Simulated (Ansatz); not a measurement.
ScF$_{3}$: elastic constants from stress and strain

```yaml
crystal:
  lattice:
    - [4.01245, 0.00000, 0.00000]
    - [0.00000, 4.01245, 0.00000]
    - [0.00000, 0.00000, 4.01245]
  atoms:
    - { symbol: Sc, position: [0.00000, 0.00000, 0.00000] }
    - { symbol: F, position: [0.50000, 0.00000, 0.00000] }
    - { symbol: F, position: [0.00000, 0.50000, 0.00000] }
    - { symbol: F, position: [0.00000, 0.00000, 0.50000] }
```

Atom numbers follow the list: Sc1, F2, F3, F4.

Conventional cell: a = 4.012 Å, b = 4.012 Å, c = 4.012 Å, α = 90.00°, β = 90.00°, γ = 90.00°. Around Sc (atom 1) lie 6 F at 2.01 Å. F (atom 2) is surrounded by 2 Sc at 2.01 Å.

The cell comes from COD entry 4127282, which wasn't checked; take it as a given geometry.

All numbers below come from DFT, LDA, all-electron LAPW, scalar-relativistic (Ansatz 0.2.0).

The runs use a Γ-centred 6×6×6 k mesh, Fermi–Dirac smearing of 0.02 eV, basis error target 1 meV/atom, no spin polarisation.

The unstrained cell is at -2.92 GPa. Large strains and very small stresses are left out. Each strain is applied once, with fractional coordinates held (clamped ions), and σ below is the change of stress, positive in tension. One finite strain gives stress–strain coefficients at this pressure with an error of the order of the strain times third-order constants, a few per cent for each per cent of strain.

Task: With equal xy, yz and zx engineering shear strains of -1 %, the run gives σxy = -0.19 GPa and γxy = 2εxy = -0.0100. Which stiffness follows?

Result: C44 (clamped ions) = σxy/γxy = 19 GPa.

Task: Estimate the stiffness probed by this change, and the stress that it gives: equal xy, yz and zx engineering shear strains of +1 %.

Result: σxy = 0.20 GPa and γxy = 2εxy = 0.0100, so C44 (clamped ions) = σxy/γxy = 20 GPa.
